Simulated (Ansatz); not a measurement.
BP:
```
BP
1.0
    3.15843     0.00000     0.00000
   -1.57921     2.73528     0.00000
    0.00000     0.00000     5.24156
B P
2 2
Direct
  0.66667   0.33333   0.50048
  0.33333   0.66667   0.00048
  0.66667   0.33333   0.87452
  0.33333   0.66667   0.37452
```

Relaxed with LDA. Special points in fractions of this cell's reciprocal vectors: Γ (0.000, 0.000, 0.000); M (0.500, 0.000, 0.000); K (0.333, 0.333, 0.000); A (0.000, 0.000, 0.500); L (0.500, 0.000, 0.500); H (0.333, 0.333, 0.500).

Q: List the band energies nearest the valence-band maximum at these points for the program Ansatz at the LDA level (PAW).

A: In eV from the valence-band maximum; about four levels below and three above (degenerate sets whole), none deeper than 8.9 eV; points with the same levels are listed once.

```csv
k,below,above
Γ,-2.16 -2.16 -0.46 0.00 0.00,2.73 2.73 3.20
M,-6.58 -4.46 -4.40 -2.11,1.08 3.67 4.44
K,-7.39 -7.39 -5.17 -5.17 -4.96,0.79 7.40 7.40
A,-1.32 -1.32 -1.32 -1.32,3.77 3.77 4.15 4.15 4.15 4.15
L,-3.53 -3.53 -3.40 -3.40,2.12 2.12 2.63 2.63
H,-6.70 -6.70 -2.92 -2.92,3.17 3.17 4.74 4.74
```

Space group P6_3mc (wurtzite). The first step of the workflow began from a Materials Project structure, measured or hypothetical; the Crystallography Open Database copy checked does not list it. It is not the phase usual at ambient conditions (space group No. 216). Symmetry was held in the LDA relaxation; phonons on a q-mesh show no instability.

Potentials: the earlier of the program's two PAW sets.
